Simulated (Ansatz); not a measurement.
TiO2 (rutile)

```yaml
crystal:
  lattice:
    - [4.64340, 0.00000, 0.00000]
    - [0.00000, 4.64340, 0.00000]
    - [0.00000, 0.00000, 2.96385]
  atoms:
    - { symbol: Ti, position: [0.00000, 0.00000, 0.00000] }
    - { symbol: Ti, position: [0.50000, 0.50000, 0.50000] }
    - { symbol: O, position: [0.30513, 0.30513, 0.00000] }
    - { symbol: O, position: [0.80513, 0.19487, 0.50000] }
    - { symbol: O, position: [0.19487, 0.80513, 0.50000] }
    - { symbol: O, position: [0.69487, 0.69487, 0.00000] }
```

The relaxed cell is deformed in two ways at once: its volume V is scaled, and at that volume it is stretched along z (the c axis of the conventional cell) so that c/a changes. Fractional atomic positions are held.

All values below come from PBE (plane waves to 420 eV, PAW, scalar-relativistic; Ansatz, a quantum-chemistry and plane-wave program). k mesh 7×7×11 (Γ-centred), Fermi-Dirac smearing 0.05 eV. Stress and pressure are positive under compression. As the atoms are clamped, bonds stretch with the cell, which overstates energies and stresses. TiO2 is run without spin polarisation. TiO2 was relaxed with its symmetry unable to fall. 

Task: Predict the P (GPa) at all points of the grid V/V₀ = 0.920, 0.960, 1.000, 1.040, 1.080 by (c/a)/(c/a)₀ = 0.920, 0.960, 1.000, 1.040, 1.080.

Result: P (GPa), with V/V₀ across and (c/a)/(c/a)₀ down:

```csv
(c/a)/(c/a)₀ \ V/V₀,0.920,0.960,1.000,1.040,1.080
0.920,28.5,15.3,4.5,-4.2,-11.3
0.960,25.2,12.4,2.0,-6.5,-13.3
1.000,22.7,10.1,0.0,-8.2,-14.8
1.040,20.7,8.5,-1.5,-9.5,-15.9
1.080,19.4,7.3,-2.4,-10.3,-16.7
```

(Under strain, the slope of the energy per volume gives the stress and its curvature an elastic modulus.)
